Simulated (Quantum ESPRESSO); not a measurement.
**Kohn-Sham bands of Bi2Te3 (R-3m)**

```yaml
crystal:
  lattice:
    - [-2.20907, 3.82621, 0.00000]
    - [-4.41813, 0.00000, 0.00000]
    - [-2.20907, 1.27540, 10.75243]
  atoms:
    - { symbol: Bi, position: [0.39683, 0.39683, 0.80951] }
    - { symbol: Bi, position: [0.60317, 0.60317, 0.19049] }
    - { symbol: Te, position: [0.21681, 0.21681, 0.34958] }
    - { symbol: Te, position: [0.78319, 0.78319, 0.65042] }
    - { symbol: Te, position: [0.00000, 0.00000, 0.00000] }
```

Cell from Materials Project (mp-34202), symmetrised, no further relaxation. COD (Crystallography Open Database) has an entry of this formula and space group (matched by these alone). Method: LDA plane waves in Quantum ESPRESSO 7.5 (PseudoDojo norm-conserving files, 66 Ry, no spin polarisation, no spin-orbit coupling), Bloch states on a 6×6×6 mesh through Γ, Wannier90 4.0.1. Density: 8×8×8 mesh, Gaussian smearing 0.01 Ry. Spin-orbit coupling is left out although heavy elements are present.

The lattice is scaled uniformly by ε, fractional positions fixed (axis ratios and free coordinates are held, so this isn't the response to pressure); Kohn-Sham values from pw.x, the row at 1.5 % withheld:

| ε (%) | gap (eV) | width of the top valence group (eV) | direct gap at L (eV) |
|---|---|---|---|
| -3.0 | 0.500 | 5.312 | 1.412 |
| -1.5 | 0.499 | 4.971 | 1.395 |
| 0.0 | 0.496 | 4.650 | 1.374 |
| 1.5 | ? | ? | ? |
| 3.0 | 0.487 | 4.068 | 1.323 |

Fit y = y₀ + bε + cε² to the rows at -3.0, 0 and 3.0 %, check it on the fourth row, and predict the withheld one.


- gap (eV): b = (0.487 − 0.500)/6 = -0.0022, c = (0.487 + 0.500 − 2×0.496)/18 = -0.00028. Check at -1.5 %: 0.499 for 0.499. Prediction 0.492; the run gives 0.492.
- width of the top valence group (eV): b = (4.068 − 5.312)/6 = -0.2073, c = (4.068 + 5.312 − 2×4.650)/18 = 0.00444. Check at -1.5 %: 4.971 for 4.971. Prediction 4.349; the run gives 4.350.
- direct gap at L (eV): b = (1.323 − 1.412)/6 = -0.0148, c = (1.323 + 1.412 − 2×1.374)/18 = -0.00072. Check at -1.5 %: 1.395 for 1.395. Prediction 1.350; the run gives 1.350.
